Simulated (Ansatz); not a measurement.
HfGe₂ in space group P6/mmm (No. 191; Hf on 1a, Ge on 2d), DFT-PBE in the program Ansatz with PAW potentials, all energies at zero smearing, with the estimated change up to a 700 eV cutoff added, with one set of potentials and settings (totals compare only within such a set). Cell of 3 atoms (1 Hf, 2 Ge): -24311.183 eV.

| element | reference phase | E (eV/atom) |
|---|---|---|
| Hf | P6_3/mmc, 2 atoms in the cell | -15721.3637 |
| Ge | Fd-3m, 2 atoms in the cell | -4294.9847 |

Formation energy per atom, worked out: (-24311.183 − 1×(-15721.3637) − 2×(-4294.9847))/3 = 0.050 eV/atom (5 kJ per mol of atoms), at 0 K, without zero-point energy or fitted corrections.

A made-up cell: these elements were put on the sites of a structure type; neither database checked (COD, Materials Project) lists it. COD files the formula under space group No. 63, so this cell is another polymorph or a model. Whether it is the stable phase at ambient conditions was not checked. Symmetry was held in the PBE relaxation; whether a distortion lowers the energy is not shown. No spin polarisation was allowed. The references are the lowest solids computed at this level, not always the standard phases. Scalar-relativistic: spin–orbit coupling is off unless named, which matters more the heavier the elements.

Potentials: the later of the program's two PAW sets.
